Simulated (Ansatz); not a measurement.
SnF4 (I4/mmm), two-dimensional strain map

Level of theory: DFT PBEsol, scalar-relativistic, plane waves, PAW in Ansatz 0.2.0. The runs took a 420 eV cutoff, a Γ-centred 8×8×8 mesh and Gaussian smearing (0.05 eV). No spin polarisation. Energies are free energies at this smearing, counted from the undisturbed cell; pressure is positive in compression.

Reference structure (as given, not relaxed at this level; it stands at 4.1 GPa, and it needn't be the usual structure):

```
CELL_PARAMETERS angstrom
-2.02500 2.02500 3.96500
2.02500 -2.02500 3.96500
2.02500 2.02500 -3.96500
ATOMIC_POSITIONS crystal
Sn 0.00000 0.00000 0.00000
F 0.23700 0.23700 0.00000
F 0.76300 0.76300 0.00000
F 0.50000 0.00000 0.50000
F 0.00000 0.50000 0.50000
```

The cell holds layers and no dispersion correction was added, so their binding is poorly described.

The cell is strained by p along both x and y and by q along z, fractional coordinates fixed. Points are written (p, q).

Energy above the undisturbed cell in meV/atom (a dash: not computed):

```csv
p \ q,-0.080,-0.040,0.000,0.040,0.080
-0.080,517.0,349.7,282.8,286.3,338.8
-0.040,286.3,133.2,76.2,86.1,141.9
0.000,188.9,48.2,0.0,15.6,74.4
0.040,180.2,50.1,9.6,30.2,91.8
0.080,229.6,108.6,74.6,99.5,163.5
```

Pressure in GPa:

```
 p \ q  -0.080  -0.040  0.000  0.040  0.080
-0.080    66.3    48.6   35.8   26.8   20.4
-0.040    41.8    26.9   16.3    9.0    4.0
 0.000    25.7    12.9    4.1   -2.0   -5.9
 0.040    15.1     4.0   -3.5   -8.5  -11.8
 0.080     8.2    -1.5   -8.0  -12.3  -15.0
```

Gap on the k-mesh in eV:

```
 p \ q  -0.080  -0.040  0.000  0.040  0.080
-0.080    5.96    4.91   3.92   3.01   2.19
-0.040    5.60    4.59   3.65   2.80   2.03
 0.000    5.26    4.34   3.45   2.65   1.92
 0.040    4.63    4.06   3.30   2.54   1.85
 0.080    4.07    3.53   3.05   2.45   1.80
```